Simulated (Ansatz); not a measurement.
# PbBrF squeezed and stretched

A database entry relaxed whole under r2SCAN (P4/nmm):

```xyz
6
Lattice="4.1778 0.0000 0.0000 0.0000 4.1778 0.0000 0.0000 0.0000 7.7470" Properties=species:S:1:pos:R:3 pbc="T T T"
Pb    0.0000    2.0889    1.4614
Pb    2.0889    0.0000    6.2856
Br    0.0000    2.0889    5.0626
Br    2.0889    0.0000    2.6844
F     2.0889    2.0889    0.0000
F     0.0000    0.0000    0.0000
```

The cell was scaled uniformly, its shape held, and the atoms relaxed at each volume with plane-wave PAW DFT (Ansatz 0.2.0; r2SCAN, 500 eV, 8×8×4 Γ-centred mesh, fermi-dirac occupations of width 0.020 eV; no spin, no spin-orbit coupling). One row is withheld.

```json
{"volume (Å³/atom)": "21.183", "energy over the lowest (meV/atom)": "12.9", "pressure (GPa)": "3.31"}
{"volume (Å³/atom)": "21.634", "energy over the lowest (meV/atom)": "5.5", "pressure (GPa)": "2.05"}
{"volume (Å³/atom)": "22.085", "energy over the lowest (meV/atom)": "1.3", "pressure (GPa)": "0.95"}
{"volume (Å³/atom)": "22.536", "energy over the lowest (meV/atom)": "0.0", "pressure (GPa)": "0.00"}
{"volume (Å³/atom)": "22.986", "energy over the lowest (meV/atom)": "1.2", "pressure (GPa)": "-0.81"}
{"volume (Å³/atom)": "23.437", "energy over the lowest (meV/atom)": "?", "pressure (GPa)": "?"}
{"volume (Å³/atom)": "23.888", "energy over the lowest (meV/atom)": "9.5", "pressure (GPa)": "-2.07"}
```

Fit the pressures of the other rows to the third-order Birch-Murnaghan form.

With f = [(V₀/V)^(2/3) − 1]/2 and P = 3B₀f(1 + 2f)^(5/2)[1 + 3(B₀′ − 4)f/2], least squares gives V₀ = 22.54 Å³ an atom, B₀ = 43.5 GPa and B₀′ = 6.8; the rows miss the fit by less than 0.01 GPa. The slope of the energies differs from these pressures by less than 0.05 GPa.

What does the withheld row hold?

The fit gives -1.49 GPa at 23.437 Å³; the run gave -1.50 GPa and 4.5 meV an atom.

Caveats: the shape of the cell was held, so B₀ is an upper bound where the axes differ in stiffness; 0 K, fixed nuclei; the symmetry was kept, and this need not be the phase that is stable at 0 K; one mesh for all volumes; no dispersion correction, so weakly bound layers stand too far apart; pressure is positive in compression.
